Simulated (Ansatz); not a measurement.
Input:

CdAu$_{3}$:
```
CdAu3
1.0
    4.12091     0.00000     0.00000
    0.00000     4.12091     0.00000
    0.00000     0.00000     4.12091
Au Cd
3 1
Direct
  0.00000   0.50000   0.50000
  0.50000   0.00000   0.50000
  0.50000   0.50000   0.00000
  0.00000   0.00000   0.00000
```

This is the PBEsol-relaxed structure.

Task: All from the program Ansatz at the PBEsol level (PAW), unless another level is named. Give the Hill bulk and shear moduli.

Result: 147 and 24.3 GPa.

Task: What about the elastic constants (relaxed ions, GPa)?

Result: C11 = 166, C12 = 137, C44 = 33.9.

Space group Pm-3m (Cu3Au type). The workflow started from an entry of the Crystallography Open Database (COD); the relaxed space group is not among those it files for this formula. COD files the formula under space group No. 123. Its standing as an ambient phase is unchecked. The PBEsol relaxation kept the symmetry of its start; whether a distortion lowers the energy is not shown. As this level gives no gap, shear constants depend on the k-mesh and smearing (Fermi–Dirac, 0.1 eV here). Scalar-relativistic: spin–orbit coupling is off unless named, which matters more the heavier the elements.

Potentials: the later of the program's two PAW sets.
